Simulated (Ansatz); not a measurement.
The relaxed structure here is a generated cell of Si2Ni: the first start was made by placing the elements on the sites of a structure type, and the end was not matched to a known phase here, so it may be hypothetical. Known forms of Si2Ni include space group No. 225.

A relaxed structure of Si₂Ni. Space group P4/nmm (No. 129). These are PBEsol (plane waves to 420 eV, PAW, scalar-relativistic; Ansatz, an electronic-structure program) values and carry that method's errors.

```cif
data_Ni2Si4
_chemical_formula_sum 'Si4 Ni2'
_space_group_name_H-M_alt 'P4/nmm :1'
_space_group_IT_number 129
_space_group_name_Hall 'P 4ab 2ab -1ab'
_cell_length_a 3.49744
_cell_length_b 3.49744
_cell_length_c 6.15165
_cell_angle_alpha 90.000
_cell_angle_beta 90.000
_cell_angle_gamma 90.000
loop_
_space_group_symop_operation_xyz
  'x, y, z'
  '-y+1/2, x+1/2, z'
  '-x, -y, z'
  'y+1/2, -x+1/2, z'
  'x+1/2, -y+1/2, -z'
  '-y, -x, -z'
  '-x+1/2, y+1/2, -z'
  'y, x, -z'
  '-x+1/2, -y+1/2, -z'
  'y, -x, -z'
  'x+1/2, y+1/2, -z'
  '-y, x, -z'
  '-x, y, z'
  'y+1/2, x+1/2, z'
  'x, -y, z'
  '-y+1/2, -x+1/2, z'
loop_
_atom_site_label
_atom_site_type_symbol
_atom_site_symmetry_multiplicity
_atom_site_Wyckoff_symbol
_atom_site_fract_x
_atom_site_fract_y
_atom_site_fract_z
_atom_site_occupancy
Si1 Si 2 a 0.00000 0.00000 0.00000 1
Si2 Si 2 c 0.50000 0.00000 0.37974 1
Ni1 Ni 2 c 0.00000 0.50000 0.24822 1
```

**Question.** What is the computed magnetic moment (PBEsol)?

**Answer.** Zero (the starting moments vanished).

No spin polarisation in the result: the starting moments vanished. A magnetic state may lie lower.

The run could not lose the symmetry of its start: the end is stationary, and may be a saddle point rather than a minimum.
